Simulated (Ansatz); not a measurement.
## Response of Sn to small distortions

```xyz
2
Lattice="0.0000 3.2456 3.2456 3.2456 0.0000 3.2456 3.2456 3.2456 0.0000" Properties=species:S:1:pos:R:3 pbc="T T T"
Sn    3.2456    3.2456    3.2456
Sn    4.8684    4.8684    4.8684
```

Atom numbers follow the list: Sn1, Sn2.

The cell is COD entry 9008568, as deposited and not checked against the literature; nothing was relaxed.

Spin–orbit coupling is left out, though it moves levels of the heavy atoms by tenths of an eV or more.

These are results of DFT, PBEsol, PAW with Ansatz's default frozen-core files, scalar-relativistic in Ansatz 0.2.0, not measurements.

Settings: a Γ-centred 11×11×11 k mesh, Fermi–Dirac smearing of 0.05 eV, cutoff 420 eV, no spin polarisation; the PAW files were made with PBE, and the program remakes their frozen cores for this functional.

The unchanged cell is at 0.99 GPa.

In a metal, stresses and small energies carry noise from the k mesh.

x, y and z are the Cartesian axes of the cell as listed; fractional coordinates follow a strain, and an engineering shear is twice the off-diagonal strain component.

One change gave: energy change +1.6 meV/atom; stress change (xx, yy, zz, yz, xz, xy) 0.02, 0.02, 0.02, -0.50, -0.50, -0.50 GPa, compression positive; change of the force on Sn2 (-0.088, -0.088, -0.088) eV/Å. Which change was it?
A. equal xy, yz and zx engineering shear strains of +2 %
B. equal xy, yz and zx engineering shear strains of -1 %
C. equal xy, yz and zx engineering shear strains of +1 %
D. equal xy, yz and zx engineering shear strains of -2 %

C. For equal xy, yz and zx engineering shear strains of -2 %: energy change +6.9 meV/atom; stress change (xx, yy, zz, yz, xz, xy) 0.08, 0.08, 0.08, 1.09, 1.09, 1.09 GPa, compression positive; change of the force on Sn1 (-0.201, -0.201, -0.201) eV/Å. For equal xy, yz and zx engineering shear strains of -1 %: energy change +1.7 meV/atom; stress change (xx, yy, zz, yz, xz, xy) 0.02, 0.02, 0.02, 0.53, 0.53, 0.53 GPa, compression positive; change of the force on Sn1 (-0.097, -0.097, -0.097) eV/Å. For equal xy, yz and zx engineering shear strains of +2 %: energy change +6.4 meV/atom; stress change (xx, yy, zz, yz, xz, xy) 0.09, 0.09, 0.09, -0.98, -0.98, -0.98 GPa, compression positive; change of the force on Sn2 (-0.168, -0.168, -0.168) eV/Å.
